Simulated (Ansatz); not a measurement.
SiC built on the zincblende prototype, relaxed with r2SCAN. The symmetry is F-43m (No. 216, cubic); conventional cell a = 4.356 Å, 10.33 Å³ an atom. Around Si lie 4 C at 1.89 Å; around C lie 4 Si at 1.89 Å.

4 runs of the plane-wave code Ansatz on this cell differ in the functional (and in the settings that go with it). Levels are in eV from each run's valence top; v1 is the last filled band, c1 the first empty one.

Run A, mean stress 0.0 GPa (compression positive):

| point | v3 | v1 | c1 | c2 | c3 |
| --- | --- | --- | --- | --- | --- |
| Γ | 0.00 | 0.00 | 6.82 | 7.86 | 7.86 |
| X | -8.06 | -3.33 | 1.71 | 4.82 | 15.12 |
| U | -7.51 | -2.71 | 3.54 | 8.41 | 12.70 |
| L | -8.83 | -1.11 | 5.99 | 7.75 | 7.75 |

Run B, mean stress -1.1 GPa (compression positive):

| point | v3 | v1 | c1 | c2 | c3 |
| --- | --- | --- | --- | --- | --- |
| Γ | 0.00 | 0.00 | 7.53 | 8.61 | 8.61 |
| X | -8.53 | -3.49 | 2.23 | 5.37 | 15.93 |
| U | -7.95 | -2.84 | 4.09 | 9.08 | 13.52 |
| L | -9.35 | -1.15 | 6.64 | 8.48 | 8.48 |

Run C, mean stress +3.6 GPa (compression positive):

| point | v3 | v1 | c1 | c2 | c3 |
| --- | --- | --- | --- | --- | --- |
| Γ | 0.00 | 0.00 | 6.23 | 7.32 | 7.32 |
| X | -7.80 | -3.19 | 1.36 | 4.33 | 14.04 |
| U | -7.28 | -2.60 | 3.11 | 7.78 | 11.85 |
| L | -8.54 | -1.05 | 5.44 | 7.23 | 7.23 |

Run D, mean stress -1.3 GPa (compression positive):

| point | v3 | v1 | c1 | c2 | c3 |
| --- | --- | --- | --- | --- | --- |
| Γ | 0.00 | 0.00 | 8.27 | 9.35 | 9.35 |
| X | -8.59 | -3.51 | 2.95 | 6.11 | 16.71 |
| U | -8.01 | -2.85 | 4.82 | 9.84 | 14.30 |
| L | -9.41 | -1.16 | 7.38 | 9.23 | 9.23 |

Q: Match the runs to PBE, r2SCAN, HSE06, PBE0.

A: A is r2SCAN, B is HSE06, C is PBE, D is PBE0. In order of the gap: PBE 1.36, r2SCAN 1.71, HSE06 2.23, PBE0 2.95 eV. The stress vanishes for r2SCAN, which relaxed the cell.

Calculated for a static, non-magnetic cell.

The program warns that its thresholds are loose for a hybrid's stress.

The meshes of the hybrids are coarse, so their gaps aren't converged to the digits shown.
